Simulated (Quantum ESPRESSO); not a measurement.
Parts of the isotropic shielding in CaF2, by PBE GIPAW on JTH datasets (Quantum ESPRESSO, modified build), 22.5 Ha, k-mesh 4×4×4 shifted:

```
CELL_PARAMETERS angstrom
      0.00000     2.74423     2.78561
      2.74423     0.00000     2.78561
      2.74423     2.74423     0.00000
ATOMIC_POSITIONS crystal
  Ca 0.00000 0.00000 0.00000
  F  0.75000 0.75000 0.75000
  F  0.25000 0.25000 0.25000
```
The cell was made here from a computed Materials Project entry: strained by +1 % along the cube axis and by -0.5 % across it, atoms relaxed (PBE without dispersion, pw.x of Quantum ESPRESSO, symmetry kept). The parent is CaF2 in Fm-3m. Stability against distortions was not tested.

The core term is that of the free atom's frozen core; the paramagnetic column sums the reconstruction terms. Shieldings are absolute and leave out the bulk-susceptibility term; a larger σ means a smaller chemical shift. By our sweeps, such settings leave a few ppm in absolute σ. PBE places the empty d or f states of Ca too low, which is known to distort σ on and beside such ions.

```tsv
site	core	bare (smooth current)	diamagnetic correction	paramagnetic corrections	σ_iso (ppm)
Ca (atom 1)	1265.0	93.1	29.7	?	?
F (atoms 2, 3)	306.4	71.8	50.8	?	?
```

Question: Fill in the missing entries.

Answer: 
- Ca (atom 1), paramagnetic corrections: -247.1
- Ca (atom 1), σ_iso (ppm): 1140.7
- F (atoms 2, 3), paramagnetic corrections: -213.0
- F (atoms 2, 3), σ_iso (ppm): 216.1
